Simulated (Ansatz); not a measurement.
A scan (energy over volume and axial ratio; atoms clamped) gave these values. Level of theory: PBE (plane waves to 420 eV, PAW, scalar-relativistic; Ansatz, a program for electronic structure).

| Item | Value |
|---|---|
| Modulus against c/a change at fixed volume, (3/4V)·∂²E/∂(ln c/a)² (fit, atoms clamped) | 220 GPa |

Task: Of these crystals, all scanned alike, which one is it?
A. Te (trigonal-Te type, space group P3_121)
B. Ru (hcp, Mg type)
C. Al₂Cu (Al2Cu type, space group I4/mcm)

Result: B, Ru (hcp, Mg type). The others have, for the modulus against c/a change at fixed volume, (3/4V)·∂²E/∂(ln c/a)²: Al2Cu 60 GPa, Te 14 GPa

Al2Cu is run without spin polarisation. All were relaxed with their symmetry unable to fall. Ru is run without spin polarisation. Spin-orbit coupling is left out. The PAW data are Ansatz's earlier set. With partly filled bands, the response to shear is sensitive to the k mesh, so small differences along c/a are uncertain.

(Under strain, the slope of the energy per volume gives the stress and its curvature an elastic modulus.)
